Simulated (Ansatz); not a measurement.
# Trial structures of Zr₂Ge₂W: starts and ends

The calculation used DFT PBE, scalar-relativistic, plane waves, PAW in Ansatz 0.2.0. All cells share a 420 eV cutoff and Γ-centred k meshes spaced at most about 0.3 Å⁻¹ (about 0.25 or finer for metals, 2π included). No spin polarisation in the final relaxations.

Each guess was relaxed in cell and atoms at zero pressure, within the symmetry of its start. All energies are static (0 K, no zero-point motion). Coordination counts Ge atoms around W and Zr (those within 1.25 times the shortest such distance or 1.15 times the sum of covalent radii, 1.27 where that leaves under three; a plus sign parts nearer from farther groups; the shortest distance is added where it exceeds 1.18 times the sum of covalent radii).

| guess | made from | start group | V start (Å³/atom) | end group | V end (Å³/atom) | coordination at the end | gap on mesh (eV) | E over the lowest end (meV/atom) |
| --- | --- | --- | --- | --- | --- | --- | --- | --- |
| 1 | random cell | R-3m | 21.3 | R-3m | 22.2 | Zr 4, W 2 | 0 | 0 |
| 2 | random cell | P6/mmm | 19.3 | P6/mmm | 23.7 | Zr 6, W 12 from 4.9 Å | 0 | 1007 |
| 3 | La2Cu2I type | P-6m2 | 18.6 | ? | ? | ? | ? | ? |
| 4 | random cell | P6/mmm | 20.8 | P6/mmm | 23.4 | Zr 2, W 12 from 4.0 Å | 0 | 843 |
| 5 | Ta2CS2 type | P-3m1 | 15.8 | P-3m1 | 19.8 | Zr 3+1, W 6 from 4.5 Å | 0 | 21 |

Guess 3 as it starts:

```cif
data_structure
_symmetry_space_group_name_H-M 'P-6m2'
_symmetry_Int_Tables_number 187
_cell_length_a 3.7603
_cell_length_b 3.7603
_cell_length_c 7.6097
_cell_angle_alpha 90.000
_cell_angle_beta 90.000
_cell_angle_gamma 120.000
_cell_volume 93.19
loop_
_atom_site_label
_atom_site_type_symbol
_atom_site_symmetry_multiplicity
_atom_site_Wyckoff_symbol
_atom_site_fract_x
_atom_site_fract_y
_atom_site_fract_z
_atom_site_occupancy
Zr1 Zr 2 h 0.33333 0.66667 0.20546 1
Ge1 Ge 1 e 0.66667 0.33333 0.00000 1
Ge2 Ge 1 a 0.00000 0.00000 0.00000 1
W1 W 1 b 0.00000 0.00000 0.50000 1
```

**Question.** Fill in the missing row: what does this guess relax into, and where does it rank?

**Answer.** It ends in space group P-6m2 (No. 187), with a = 4.484 Å, c = 5.876 Å, 20.5 Å³/atom and no gap. It lies 0.37 eV/atom over the lowest end, above guess 5 and below guess 4. Counting Ge atoms around W and Zr, this end has Zr 6, W 2 and the lowest (guess 1) has Zr 4, W 2. This end holds Ge–Ge nets (shortest 2.59 Å); in the lowest (guess 1) the shortest Ge–Ge distance is 2.87 Å, near bonding range too.

```
Zr Ge W
1.0
     4.48424    0.00000    0.00000
    -2.24212    3.88346    0.00000
     0.00000    0.00000    5.87615
Zr Ge W
2 2 1
Direct
  0.33333 0.66667 0.25794
  0.33333 0.66667 0.74206
  0.66667 0.33333 0.00000
  0.00000 0.00000 0.00000
  0.00000 0.00000 0.50000
```

Formation energies are uncorrected and refer to the elements' standard structures at the same level.

**Question.** Is the lowest end bound against the elements?

**Answer.** No: its formation energy is +0.05 eV/atom. The separate elements lie lower, so it is unstable against them.

Spin–orbit coupling, which can matter for W, is left out. Cells relaxed within their symmetry can be saddle points. A lower structure may well exist outside this small set. Some types were kept out of the candidates beforehand, so the set may lack a known form.
